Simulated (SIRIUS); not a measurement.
Worked example: self-consistent single point of Ge (P6_3/mmc, 8 atoms in the cell; from Materials Project mp-1007760, changed as shown) in SIRIUS.

Level of theory: PBEsol, GBRV PBEsol ultrasoft pseudopotentials (plane waves; SIRIUS).

The change in words: lattice scaled by 1.02. Reference geometry (P6_3/mmc):
```yaml
crystal:
  lattice:
    - [3.99759, 0.00000, 0.00000]
    - [0.00000, 6.92403, 0.00000]
    - [0.00000, 0.00000, 6.59938]
  atoms:
    - { symbol: Ge, position: [0.50000, 0.16667, 0.06290] }
    - { symbol: Ge, position: [0.00000, 0.33333, 0.93710] }
    - { symbol: Ge, position: [0.00000, 0.33333, 0.56290] }
    - { symbol: Ge, position: [0.50000, 0.16667, 0.43710] }
    - { symbol: Ge, position: [0.00000, 0.66667, 0.06290] }
    - { symbol: Ge, position: [0.50000, 0.83333, 0.93710] }
    - { symbol: Ge, position: [0.50000, 0.83333, 0.56290] }
    - { symbol: Ge, position: [0.00000, 0.66667, 0.43710] }
```

Reference input (self-consistent single point, DFT, PBEsol, plane waves, GBRV PBEsol ultrasoft pseudopotentials): parameters.ngridk = 6 4 4; parameters.xc_functionals = [XC_GGA_X_PBE_SOL, XC_GGA_C_PBE_SOL]; parameters.gk_cutoff = 6.325 1/bohr; parameters.pw_cutoff = 14.143 1/bohr; parameters.smearing = fermi_dirac; parameters.smearing_width = 0.00499791 Ha; potentials = GBRV PBEsol ultrasoft pseudopotentials; parameters.electronic_structure_method = pseudopotential; parameters.num_bands = 67; parameters.num_mag_dims = 0; parameters.num_dft_iter = 100; parameters.energy_tol = 1e-07 Ha. This run's input differs from it in these lines:

```diff
@@ -32,7 +32,7 @@
     "lattice_vectors": [
-      [1.0000000342, 0.0, 0.0],
-      [0.0, 1.7320508699, 0.0],
-      [0.0, 0.0, 1.6508396874]
+      [0.9999999535, 0.0, 0.0],
+      [0.0, 1.7320507481, 0.0],
+      [0.0, 0.0, 1.6508395712]
     ],
-    "lattice_vectors_scale": 7.55435,
+    "lattice_vectors_scale": 7.705438,
     "atom_coordinate_units": "lattice",
```

Output (repeated stretches shortened):

```
[find] density tolerance         : 1e-06
[find] total energy tolerance    : 1e-07
[find] iter_solver_tol (initial) : 0.01
[find] iter_solver_tol (target)  : 1e-13
[find] num_dft_iter              : 100
Charges and magnetic moments
--------------------------------------------------------------------------------
total charge          : 112.000000
[find] | SCF iteration   0 out of 100|
[diagonalize] iterative solver tolerance (occupied, empty): 0.01 0.01
[diagonalize] average number of iterations: 2.33333
[find] Charges and magnetic moments
[find] total charge          : 112.000000
[find] Energy
   [... lines left out ...]

[find] Charges and magnetic moments
[find] total charge          : 112.000000
[find] Energy
[find] smearing (-TS)                 :      -0.00153865
[find] Total energy                   :    -852.75098807 (Ha),   -1705.50197614 (Ry)
[find] Free energy (E-TS)             :    -852.75252673 (Ha),   -1705.50505345 (Ry)
[find] band gap (eV)                  :       0.05377630
[find] Efermi                         :       0.27430813
[find] iteration : 9, RMS (target) : 4.5864e-07 (1.0000e-06) , energy difference (target) : 2.9066e-09 (1.0000e-07)
[find] bands are converged : true
[find] iterative solver converged : true
[find] converged after 10 SCF iterations!
[find] Charges and magnetic moments
[find] total charge          : 112.000000
[find] Energy
[find] smearing (-TS)                 :      -0.00153865
[find] Total energy                   :    -852.75098807 (Ha),   -1705.50197614 (Ry)
[find] Free energy (E-TS)             :    -852.75252673 (Ha),   -1705.50505345 (Ry)
[find] band gap (eV)                  :       0.05377630
[find] Efermi                         :       0.27430813
[ground_state] === stress tensor components [kbar] ===
[ground_state] === stress_total ===
[ground_state]    32.090787   -0.000000    0.000000
[ground_state]    -0.000000   34.612854    0.000000
[ground_state]     0.000000    0.000000   38.032340
[ground_state] ==== total Forces in Ha/bohr =====
   [... lines left out ...]
[ground_state] atom:    3, force:       0.0000000     -0.0000084      0.0003599
[ground_state] atom:    4, force:       0.0000000     -0.0000084     -0.0003599
[ground_state] atom:    5, force:      -0.0000000      0.0000084      0.0003599
[ground_state] atom:    6, force:      -0.0000000      0.0000084     -0.0003599
[ground_state] atom:    7, force:       0.0000000     -0.0000084      0.0003599
```

The run converged in 10 iterations. SIRIUS prints the stress tensor with tension positive. Against the reference run the free energy goes up by 16.3 meV/atom, the pressure goes from -0.07 to -3.49 GPa and the largest force goes from 0.006 to 0.019 eV/Å.

The structure comes from a collection of computed structures, made at another level of theory; the collection holds predicted forms beside known ones. No clean gap shows at this smearing width and mesh (spacing up to 0.26 Å⁻¹); the mesh is coarse for partly filled bands, so the values carry mesh errors. Semi-local functionals can close small gaps.

Cost on one core: roughly 5 core-minutes.
